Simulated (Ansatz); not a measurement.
One crystal and one scan (energy against volume) at two levels, PBE (plane waves to 420 eV, PAW, scalar-relativistic; Ansatz, a program for electronic structure) and PBEsol (plane waves to 420 eV, PAW, scalar-relativistic; Ansatz), each from its own relaxed cell and on its own mesh. The cell shown is that of PBE.

CoSi$_{2}$ (fluorite type, space group Fm-3m)

```xyz
3
Lattice="0.0000 2.6802 2.6802 2.6802 0.0000 2.6802 2.6802 2.6802 0.0000" Properties=species:S:1:pos:R:3 pbc="T T T"
Co     0.0000     0.0000     0.0000
Si     1.3401     1.3401     1.3401
Si     4.0203     4.0203     4.0203
```

This relaxed cell (volume V₀) is scaled evenly in all directions, its shape held. Symmetry pins the atoms to their sites.

Energies are smeared free energies. CoSi2 is run without spin polarisation. CoSi2 was relaxed with its symmetry unable to fall. The PAW data are Ansatz's earlier set. Percentages come from the unrounded values. Both scans cover V/V₀ from 0.840 to 1.160.

Results of PBE:

| Item | Result |
|---|---|
| Lattice constant a (Å) | 5.360 |
| Pressure at the smallest volume (GPa) | 46.1 |
| Energy cost of the largest compression (meV/atom) | 252 |
| Energy cost of the largest expansion (meV/atom) | 136 |
| Bulk modulus B₀ (third-order Birch-Murnaghan fit) (GPa) | 176.7 |
| Pressure derivative B₀′ (fit) | 4.7 |
| Pressure for 5 % compression (fit) (GPa) | 10.2 |

Question: Estimate the PBEsol values.

Answer: 
```tsv
quantity	PBEsol	PBE − PBEsol
Lattice constant a (Å)	5.313	+0.047 (+0.9 %)
Pressure at the smallest volume (GPa)	49.7	-3.6 (-7.3 %)
Energy cost of the largest compression (meV/atom)	266	-14 (-5 %)
Energy cost of the largest expansion (meV/atom)	147	-11 (-7 %)
Bulk modulus B₀ (third-order Birch-Murnaghan fit) (GPa)	193.2	-16.5 (-8.5 %)
Pressure derivative B₀′ (fit)	4.5	+0.2 (+4 %)
Pressure for 5 % compression (fit) (GPa)	11.1	-0.9 (-8 %)
```

PBE gives the higher value for: lattice constant a. PBE gives the lower value for: pressure at the smallest volume; energy cost of the largest compression; energy cost of the largest expansion; bulk modulus B₀; pressure for 5 % compression. For the lattice constant a the reference is 5.365 Å (measured, room temperature or unstated; as given in Ganesh Hegde, R. Chris Bowen, Applied Physics Letters (2014), arXiv:1405.1317): it holds thermal shifts, so no verdict is drawn. 

(A scan under strain: stresses follow from slopes of the energy per volume, elastic moduli from its curvatures.)
